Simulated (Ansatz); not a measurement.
# TiPd: zone-centre modes at 25 GPa

Method: DFT LDA, scalar-relativistic, plane waves, PAW in Ansatz. Plane waves to 420 eV; Γ-centred k mesh 14×14×14; Fermi-Dirac smearing of 0.15 eV. No spin polarisation. Phonons by linear response, acoustic sum rule imposed.

The cell, relaxed at 25 GPa:
```
Ti Pd
1.0
     2.99440    0.00000    0.00000
     0.00000    2.99440    0.00000
     0.00000    0.00000    2.99440
Ti Pd
1 1
Direct
  0.50000 0.50000 0.50000
  0.00000 0.00000 0.00000
```

In a metal, frequencies and elastic constants depend on the k mesh and the smearing, soft modes and shear constants most. Other phases may be more stable at this pressure.

Optical modes at Γ; i marks an imaginary frequency:
| frequency (cm⁻¹) | degeneracy |
| --- | --- |
| 229 | 3 |

All 3 optical modes at Γ are real: no displacement of atoms at fixed cell lowers the energy to second order. Strains and modes at other wave vectors aren't tested by this run.

Cost: 1 run of about 0.75 core-minutes, on Arm Neoverse V1 (shared hosts).